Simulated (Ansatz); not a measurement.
The relaxed structure here is a generated cell of BeS: the first start was made by placing the elements on the sites of a structure type, and the end was not matched to a known phase here, so it may be hypothetical.

A structure of BeS relaxed with PBEsol (plane waves to 420 eV, PAW, scalar-relativistic; Ansatz, a quantum-chemistry and plane-wave program); single points at other levels follow on the same geometry (Ansatz, PAW; HSE06 at 420 eV on a 8×8×4 k-mesh; no spin-orbit coupling). Space group P6₃/mmc (No. 194).

```
BeS
1.0
    3.27104     0.00000     0.00000
   -1.63552     2.83280     0.00000
    0.00000     0.00000     5.20676
Be S
2 2
Cartesian
  0.00000   0.00000   2.60338
  0.00000   0.00000   0.00000
  0.00000   1.88853   1.30169
  1.63552   0.94427   3.90507
```

```json
[
 {"level": "PBEsol", "gap (eV)": "1.39", "kind": "indirect", "conduction minimum": "K"},
 {"level": "HSE06", "gap (eV)": "[?]", "kind": "–", "conduction minimum": "[?]"}
]
```

Problem. What belongs in the gaps?

Solution. 
- HSE06, gap (eV): 2.24
- HSE06, conduction minimum: K

HSE06 gaps come from a coarse mesh plus a few chosen points, so they may be too large. No spin polarisation in the result.

The run could not lose the symmetry of its start, so the end can be a saddle point.

It was reached from a disturbed copy of a Pmma (No. 51) cell, against which it lies -0.34 eV/atom.
